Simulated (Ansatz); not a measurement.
The start is a relaxed Si2Ni cell displaced along its unstable phonon at q = (½, ½, 0) of its primitive reciprocal cell (96i cm⁻¹), largest move 0.15 Å. The structure is fully relaxed (lattice and positions, P = 0) with PBE (plane waves to 420 eV, PAW, scalar-relativistic; Ansatz, an electronic-structure program). The first steps use a coarse 9×9×5 k-mesh.

Starting cell:
```
Si2Ni
1.0
    7.05876     0.00000     0.00000
    3.52938     3.52938     0.00000
    0.00000     0.00000     6.23738
Si Ni
8 4
Direct
  0.00000   0.00000   0.02405
  0.50000   0.00000   0.97595
  0.00000   0.50000   0.00064
  0.50000   0.50000   0.99936
  0.25666   0.99965   0.38137
  0.74334   0.00035   0.38137
  0.75666   0.48703   0.61863
  0.24334   0.51297   0.61863
  0.23560   0.00075   0.75239
  0.76440   0.99925   0.75239
  0.73560   0.52804   0.24761
  0.26440   0.47196   0.24761
```

Task: Is the parent structure recovered?

Result: It does not go back: it reaches Pbcm (No. 57), 0.12 eV/atom below the parent.

Task: How do the shortest distances between atoms change?

Result: The closest pairs of elements (up to four, under 3.6 Å), start → end: Ni–Si 2.32 → 2.32 Å; Si–Si 2.50 → 2.33 Å; Ni–Ni 3.33 → 3.00 Å.

Task: Is the relaxed structure metallic? Give its gap.

Result: No gap (metallic).

Task: What does it relax into? Give the structure.

Result: 
Space group Pbcm (No. 57); a = 5.9980 Å, b = 5.5834 Å, c = 4.6628 Å, α = 90.00°, β = 90.00°, γ = 90.00°

| atom | site | symmetry | x | y | z |
|---|---|---|---|---|---|
| Si | 4c | 2.. | 0.0836 | 0.2500 | 0.0000 |
| Si | 4d | ..m | 0.6177 | 0.4712 | 0.2500 |
| Ni | 4d | ..m | 0.2441 | 0.5814 | 0.2500 |

Final values are on a 8×9×10 k-mesh of the relaxed cell. No spin polarisation in the result. A magnetic state may lie lower.

The run could not lose the symmetry of its start: the end is stationary, and may be a saddle point rather than a minimum.

The relaxed structure here is a generated cell of Si2Ni: the first start was made by placing the elements on the sites of a structure type, and the end was not matched to a known phase here, so it may be hypothetical. Known forms of Si2Ni include space group No. 225.
